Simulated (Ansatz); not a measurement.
With r²SCAN in the plane-wave PAW code Ansatz, InP in the hexagonal phase (P6_422; In on 3c, P on 3d) relaxes to a = 4.138 Å, c = 9.351 Å. Its formation energy from the elements is -0.19 eV/atom, with no fitted shifts.

The Kohn–Sham gap is 0.42 eV (smallest direct gap 0.42 eV). The valence maximum lies on the Γ–M line, 4 % of the way from Γ and the conduction minimum at Γ. HSE06 on the same cell gives 0.66 eV. Gap from r²SCAN with spin–orbit coupling: 0.41 eV. The electron mass is 0.034, 0.071, 0.071 mₑ (principal values).

The bulk modulus is 73.7 GPa. The relaxed-ion elastic constants in GPa are C11 = 123, C12 = 41.5, C13 = 52.4, C33 = 133, C44 = 45.1. The elastic constants imply a Debye temperature near 327 K. Bader charges are In +0.96, P -0.96 e.

The start of the workflow was typed in or built on a structure type; neither database checked (COD, Materials Project) lists it. It is not the phase usual at ambient conditions (space group No. 216). Symmetry was held in the r²SCAN relaxation; its stability against distortions is not shown here. The references are the lowest solids computed at this level, not always the standard phases. Scalar-relativistic: spin–orbit coupling is off unless named, which matters more the heavier the elements.

Potentials: the later of the program's two PAW sets.
